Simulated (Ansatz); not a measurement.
**Static calculation, Cr2O3**

System: Cr$_{2}$O$_{3}$, 10 atoms in the cell.

Ansatz input (lattice in Å, positions in fractions of it)
```yaml
crystal:
  lattice:
    - [2.4795, 1.431539992456, 4.531333333333]
    - [-2.4795, 1.431539992456, 4.531333333333]
    - [0, -2.863079984911, 4.531333333333]
  atoms:
    - { symbol: Cr, position: [0.3477, 0.3477, 0.3477], spin: 3 }
    - { symbol: Cr, position: [0.1523, 0.1523, 0.1523], spin: -3 }
    - { symbol: Cr, position: [0.8477, 0.8477, 0.8477], spin: 3 }
    - { symbol: Cr, position: [0.6523, 0.6523, 0.6523], spin: -3 }
    - { symbol: O, position: [0.5551, 0.9449, 0.25] }
    - { symbol: O, position: [0.25, 0.5551, 0.9449] }
    - { symbol: O, position: [0.9449, 0.25, 0.5551] }
    - { symbol: O, position: [0.4449, 0.0551, 0.75] }
    - { symbol: O, position: [0.75, 0.4449, 0.0551] }
    - { symbol: O, position: [0.0551, 0.75, 0.4449] }
kpoints:
  mp_grid: { grid: [4, 4, 4] }
hamiltonian:
  xc: r2scan
  pseudopotentials: { kind: paw, source: ansatz }
scf:
  occupations: { method: fermi_dirac, width: 0.05 }
  convergence: { dr2_threshold: "1e-9 eV" }
  max_iter: 300
output:
  forces: true
  stress: true
  eigenvalues: true
magnetization:
  spin_polarized: true
```

These are results of r²SCAN, plane waves, PAW datasets (earlier set, tuned by hand) in Ansatz, not measurements.

Results

```
Plane-wave cutoff used : 1050 eV
Pressure               : -3.9 kbar
Largest force          : 0.109 eV/Å on O5 and O6 and O7 and O8 and O9 and O10
Net moment             : 0.00 μB
Valence electrons      : 92
Irreducible k-points   : 13
CPU time               : roughly 4 core-minutes on a shared host
```

| atom | Fx (eV/Å) | Fy (eV/Å) | Fz (eV/Å) | moment (μB) |
| --- | --- | --- | --- | --- |
| Cr1 | 0.000 | 0.000 | -0.090 | 2.36 |
| Cr2 | 0.000 | 0.000 | 0.090 | -2.36 |
| Cr3 | 0.000 | 0.000 | -0.090 | 2.36 |
| Cr4 | 0.000 | 0.000 | 0.090 | -2.36 |
| O5 | 0.109 | 0.000 | 0.000 | 0.00 |
| O6 | -0.055 | 0.094 | 0.000 | 0.00 |
| O7 | -0.055 | -0.094 | 0.000 | 0.00 |
| O8 | -0.109 | 0.000 | 0.000 | 0.00 |
| O9 | 0.055 | -0.094 | 0.000 | 0.00 |
| O10 | 0.055 | 0.094 | 0.000 | 0.00 |
Site moments are counted near each atom and needn't add up to the net moment.

Stress tensor in GPa, compression positive:
```
-0.50  0.00  0.00
 0.00 -0.50  0.00
 0.00  0.00 -0.17
```

The stress includes the program's correction for the finite plane-wave basis.

One magnetic order was tried; another may lie lower.
